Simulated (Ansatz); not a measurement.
BP:
```yaml
crystal:
  lattice:
    - [6.23395, 0.00000, 0.00000]
    - [0.00000, 3.21735, 0.00000]
    - [0.00000, 0.00000, 5.36324]
  atoms:
    - { symbol: B, position: [0.16259, 0.25000, 0.39970] }
    - { symbol: B, position: [0.33741, 0.75000, 0.89970] }
    - { symbol: B, position: [0.83741, 0.75000, 0.60030] }
    - { symbol: B, position: [0.66259, 0.25000, 0.10030] }
    - { symbol: P, position: [0.83849, 0.25000, 0.39237] }
    - { symbol: P, position: [0.66151, 0.75000, 0.89237] }
    - { symbol: P, position: [0.16151, 0.75000, 0.60763] }
    - { symbol: P, position: [0.33849, 0.25000, 0.10763] }
```

Relaxed with r²SCAN+D4. Special points in fractions of this cell's reciprocal vectors: Γ (0.000, 0.000, 0.000); X (0.500, 0.000, 0.000); S (0.500, 0.500, 0.000); Y (0.000, 0.500, 0.000); Z (0.000, 0.000, 0.500); U (0.500, 0.000, 0.500); R (0.500, 0.500, 0.500); T (0.000, 0.500, 0.500).

List the band energies nearest the valence-band maximum at these points for r²SCAN+D4 (plane waves, PAW; program Ansatz).

In eV from the valence-band maximum; about four levels below and three above (degenerate sets whole), none deeper than 8.9 eV; points with the same levels are listed once.

| k | below | above |
|---|---|---|
| Γ | -1.31 -1.16 -0.79 0.00 | 1.22 1.80 1.85 |
| X | -2.64 -2.64 -0.97 -0.97 | 1.38 1.38 2.77 2.77 |
| S | -3.34 -3.34 -3.34 -3.34 | 2.93 2.93 2.93 2.93 |
| Y | -4.44 -4.44 -3.20 -3.20 | 1.46 1.46 3.72 3.72 |
| Z | -2.70 -2.70 -1.48 -1.48 | 1.42 1.42 2.41 2.41 |
| U | -1.80 -1.80 -1.61 -1.61 | 0.80 0.80 2.90 2.90 |
| R | -3.57 -3.57 -3.57 -3.57 | 2.96 2.96 2.96 2.96 |
| T | -2.68 -2.68 -1.62 -1.62 | 2.32 2.32 3.78 3.78 |

Space group Pnma. The start of the workflow was typed in or built on a structure type; neither database checked (COD, Materials Project) lists it. It is not the phase usual at ambient conditions (space group No. 216). The cell was relaxed with r²SCAN+D4 under the symmetry of its start; its stability against distortions is not shown here. The volume moved by 25 % from the start of the relaxation.

Potentials: the earlier of the program's two PAW sets.
